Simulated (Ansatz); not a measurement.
TePt (CsCl type, space group No. 221) at seven volumes, PBE in the plane-wave PAW code Ansatz, scaled uniformly. One row is withheld.

| V (Å³/atom) | P (GPa) |
|---|---|
| 18.558 | 15.24 |
| 19.170 | 9.13 |
| 19.782 | 4.09 |
| 20.394 | 0.00 |
| 21.006 | ? |
| 21.617 | -6.27 |
| 22.229 | -8.65 |

**Question.** Fit the shown pressures and predict the withheld one.

**Answer.** P = (3/2)B₀(x^(7/2) − x^(5/2))[1 + (3/4)(B′ − 4)(x − 1)] with x = (V₀/V)^(2/3). Least squares on the six rows gives V₀ = 20.389 Å³/atom, B₀ = 126 GPa, B′ = 5.35. At V = 21.006, x = 0.9803 and P = -3.47 GPa. The run itself gave -3.41 GPa.

Space group Pm-3m (CsCl type). The start of the workflow was typed in or built on a structure type; neither database checked (COD, Materials Project) lists it. COD files the formula under space group No. 166, 194, so this cell is another polymorph or a model. Whether it is the stable phase at ambient conditions was not checked. The cell was relaxed with PBE under the symmetry of its start; whether a distortion lowers the energy is not shown. No spin polarisation was allowed. Its formation energy is positive at this level, so the cell may be metastable or incomplete. Spin–orbit coupling is left out wherever it is not named.

Potentials: the earlier of the program's two PAW sets.
